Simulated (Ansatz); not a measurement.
BP:
```
CELL_PARAMETERS angstrom
      3.19821     0.00000     0.00000
     -1.59911     2.76974     0.00000
      0.00000     0.00000     7.96683
ATOMIC_POSITIONS crystal
  B  0.33333 0.66667 0.25000
  P  0.66667 0.33333 0.25000
  P  0.33333 0.66667 0.75000
  B  0.66667 0.33333 0.75000
```

Relaxed with r²SCAN+D4.

Give the Bader charges and basin volumes of the independent atoms, the program Ansatz at the r²SCAN+D4 level (PAW).



```json
[
 {"atom": "B1", "Bader charge (e)": "+1.18", "Bader volume (Å³)": "7.1"},
 {"atom": "P2", "Bader charge (e)": "-1.18", "Bader volume (Å³)": "28.2"}
]
```

Space group P6_3/mmc. The start of the workflow was typed in or built on a structure type; neither database checked (COD, Materials Project) lists it. It is not the phase usual at ambient conditions (space group No. 216). Symmetry was held in the r²SCAN+D4 relaxation; its stability against distortions is not shown here.

Potentials: the earlier of the program's two PAW sets.
